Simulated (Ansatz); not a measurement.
From the elastic tensor of HgPd at 8 GPa (stress–strain coefficients) to moduli and sound speeds

Level of theory: DFT PBEsol, scalar-relativistic, plane waves, PAW (Ansatz 0.2.0). Plane waves to 420 eV; Γ-centred k mesh 14×14×12; Fermi-Dirac smearing of 0.15 eV. No spin polarisation.

It takes space group P4/mmm (No. 123, tetragonal). The conventional cell has a = 2.973 Å, b = 2.973 Å, c = 3.659 Å, α = 90.00°, β = 90.00°, γ = 90.00°. Around Hg (site symmetry 4/mmm) lie 8 Pd at 2.79 Å and 4 Hg at 2.97 Å. Pd (site symmetry 4/mmm) is surrounded by 8 Hg at 2.79 Å and 4 Pd at 2.97 Å.

In a metal, frequencies and elastic constants depend on the k mesh and the smearing, soft modes and shear constants most. Spin–orbit coupling is left out, which can shift energies with elements as heavy as these. Other phases may be more stable at this pressure.

Relaxed-ion constants (GPa, on the Cartesian axes of the calculation):
C11 = 241.0, C12 = 147.2, C13 = 179.6, C22 = 241.0, C23 = 179.6, C33 = 215.5, C44 = 83.7, C55 = 83.7, C66 = 48.8 GPa; the others vanish.

Density 15.764 g/cm³; 2 atoms in 32.34 Å³.

The values that follow are for a polycrystal of randomly turned grains, by Hill's mean where one number stands. In a crystal this anisotropic the Voigt and Reuss bounds lie far apart, so Hill's mean and the sound speeds and Debye temperature from it are rough.

With S = C⁻¹: B_V = (C11+C22+C33+2(C12+C13+C23))/9, G_V = (C11+C22+C33−C12−C13−C23+3(C44+C55+C66))/15, 1/B_R = S11+S22+S33+2(S12+S13+S23), 15/G_R = 4(S11+S22+S33−S12−S13−S23)+3(S44+S55+S66); Hill is their mean. Then v_l = √((B+4G/3)/ρ), v_t = √(G/ρ), v_m = [(2/v_t³+1/v_l³)/3]^(−1/3) and Θ = (ħ/k_B)·v_m·(6π²n/V)^(1/3) for n atoms in the volume V; E = 9BG/(3B+G), ν = (3B−2G)/(2(3B+G)) and A^U = 5G_V/G_R + B_V/B_R − 6.

| Property | Result |
| --- | --- |
| Bulk modulus, Voigt / Reuss / Hill | 190.1 / 189.9 / 190.0 GPa |
| Shear modulus, Voigt / Reuss / Hill | 56.0 / 39.9 / 47.9 GPa |
| Young's modulus | 133 GPa |
| Poisson ratio | 0.384 |
| Pugh ratio B/G | 3.97 |
| Universal anisotropy index | 2.02 |
| Longitudinal and transverse sound speeds | 4013 and 1743 m/s |
| Debye temperature from the mean sound speed | 232 K |

Cost: 1 run of about 4.2 core-minutes, on Arm Neoverse V1 (shared hosts).